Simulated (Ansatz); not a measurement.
AlNi3 (Cu3Au type)

```xyz
4
Lattice="3.5668 0.0000 0.0000 0.0000 3.5668 0.0000 0.0000 0.0000 3.5668" Properties=species:S:1:pos:R:3 pbc="T T T"
Ni     0.0000     1.7834     1.7834
Ni     1.7834     1.7834     0.0000
Ni     1.7834     0.0000     1.7834
Al     0.0000     0.0000     0.0000
```

In each cell atom 1 (Ni, nearest neighbour Ni at 2.522 Å; its periodic images, 3.6 Å or more away, move with it) moves by s·(-0.707, -0.707, 0.000) (towards the nearest neighbour), the rest being held.

Method: PBE (plane waves to 420 eV, PAW, scalar-relativistic; Ansatz, a quantum-chemistry and plane-wave program). k mesh 11×11×11 (Γ-centred), Fermi-Dirac smearing 0.05 eV. Energies are smeared free energies. With partly filled bands, energies and forces of such displacements shift with the k mesh and the smearing. AlNi3 was relaxed with its symmetry unable to fall. Relaxed AlNi3 ends ferromagnetic. The magnetic order is the one the run started from; other orders were not tried. The zero of ΔE is the undisplaced structure.

Successive frames, forces in eV/Å:

```tsv
frame	ΔE (eV/cell)	F on Ni1	F on Ni2	F on Ni3	F on Al4
s = 0.500 Å	1.303	(4.437, 4.376, 0.000)	(-1.503, 0.101, 0.000)	(-3.244, -3.079, 0.000)	(0.310, -1.398, 0.000)
s = 0.400 Å	0.777	(3.109, 3.084, 0.000)	(-1.238, 0.022, 0.000)	(-2.064, -1.981, 0.000)	(0.193, -1.126, 0.000)
s = 0.300 Å	0.413	(2.090, 2.088, 0.000)	(-0.938, -0.012, 0.000)	(-1.265, -1.232, 0.000)	(0.112, -0.844, 0.000)
s = 0.200 Å	0.176	(1.285, 1.289, 0.000)	(-0.625, -0.020, 0.000)	(-0.718, -0.709, 0.000)	(0.059, -0.560, 0.000)
```

What are the energy and the forces in the next frame, s = 0.100 Å?

ΔE (eV/cell) = 0.043.

| atom | Fx | Fy | Fz |
|---|---|---|---|
| Ni1 | 0.610 | 0.614 | 0.000 |
| Ni2 | -0.312 | -0.013 | 0.000 |
| Ni3 | -0.323 | -0.322 | 0.000 |
| Al4 | 0.025 | -0.279 | 0.000 |

(A displaced cell: forces are minus the slopes of the energy, force constants its curvatures, and phonons follow from these.)
